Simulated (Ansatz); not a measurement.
Field gradients of SnO from run to run

Cell of run 1: a computed structure from the Materials Project (it need not be an observed phase), taken as it stands.

```
Sn O
1.0
     3.81370    0.00000    0.00000
     0.00000    3.81370    0.00000
     0.00000    0.00000    4.88691
Sn O
2 2
Direct
  0.00000 0.50000 0.23537
  0.50000 0.00000 0.76463
  0.50000 0.50000 0.00000
  0.00000 0.00000 0.00000
```

Sites (sets of like atoms) are named by element and the number of their first atom in this list.

Relaxed positions (PBE, cell held):

```
CELL_PARAMETERS angstrom
3.81370 0.00000 0.00000
0.00000 3.81370 0.00000
0.00000 0.00000 4.88691
ATOMIC_POSITIONS crystal
Sn 0.00000 0.50000 0.23930
Sn 0.50000 0.00000 0.76070
O 0.50000 0.50000 0.00000
O 0.00000 0.00000 0.00000
```

All runs are DFT with Ansatz 0.2.0 (plane waves and PAW, scalar-relativistic unless spin–orbit coupling is named, Γ-centred meshes, Fermi–Dirac smearing where given) in this cell.

Run 1: PBE, atoms as given; 420 eV, 9×9×7 k-points, smearing 0.01 eV.
Run 2: r2SCAN, atoms as given; 500 eV, 9×9×7 k-points, smearing 0.01 eV.
Run 3: PBE, atoms relaxed; 420 eV, 9×9×7 k-points, smearing 0.01 eV.
Run 4: r2SCAN, at the relaxed atoms; 500 eV, 9×9×7 k-points, smearing 0.01 eV.
Run 5: r2SCAN, atoms relaxed; 500 eV, 9×9×7 k-points, smearing 0.01 eV.

```tsv
run	Sn V_zz (η)	O V_zz (η)
1	-17.46 (0.00)	0.074 (0.00)
2	-18.85 (0.00)	0.12 (0.00)
3	-17.60 (0.00)	0.48 (0.00)
4	?	?
5	-18.81 (0.00)	-0.023 (0.00)
```

V_zz in 10²¹ V/m².

Q: Estimate the row of run 4.

A: Sn: -18.96 (0.00); O: 0.54 (0.00). It lies nearest to run 2, from whose tensors on these sites it differs by 0.42 at most (largest principal value of the difference, on O). Taken one at a time, the functional (r2SCAN with its higher cutoff) moves the tensors on these sites by up to 1.39 (largest principal value of the change, on Sn), the positions of the atoms (as given or relaxed) by 0.56 (O).

Without spin–orbit coupling (the program notes it for Sn) the gradients can shift somewhat, as the gap is small. With these PAW files V_zz is typically within 2 to 3 % of all-electron values, but misses above 10 % occur on Sn. In runs 1, 2, 3, 4, 5 the gap is small for the k-mesh or the smearing, and small gradients can still move by 0.1 × 10²¹ V/m² or more. In runs 1, 4 the atoms aren't at the calculated equilibrium (largest force 0.37, 0.51 eV/Å).
